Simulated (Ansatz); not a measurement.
A geometry of AlCu away from equilibrium: step 4 of the relaxation of a relaxed AlCu cell displaced along its unstable phonon at q = (½, ½, 0) of its primitive reciprocal cell (199i cm⁻¹), largest move 0.15 Å. The numbers are results of PBEsol (plane waves to 420 eV, PAW, scalar-relativistic; Ansatz, a quantum-chemistry and plane-wave program), not measurements. Γ-centred k-mesh 11×11×11 on the run's cell (coarser than for final values), Fermi–Dirac smearing 0.05 eV. The plane waves were selected for a different cell earlier on the path.

```
CELL_PARAMETERS angstrom
      0.00000     4.57800     5.02587
      2.28900     2.28900     5.02587
      2.28900     2.28900     0.00000
ATOMIC_POSITIONS crystal
  Cu 0.00000 0.87926 0.12074
  Cu 0.50000 0.12074 0.87926
  Al 0.00000 0.38810 0.61190
  Al 0.50000 0.61190 0.38810
```

Q: What forces act on the atoms (eV/Å)?

A: 
```
atom    Fx    Fy     Fz
----  ----  ----  -----
Cu1   0.00  0.00   0.09
Cu2   0.00  0.00  -0.09
Al3   0.00  0.00   0.60
Al4   0.00  0.00  -0.60
```

The path ends in P4/nmm (No. 129) (AFLOW prototype AB_tP4_129_c_c (B11, as in TiCu)). No spin polarisation in the result.

The run could not lose the symmetry of its start: the end is stationary, and may be a saddle point rather than a minimum.

The end of the path is a generated cell of AlCu: the first start was made by placing the elements on the sites of a structure type, and the end was not matched to a known phase here, so it may be hypothetical.
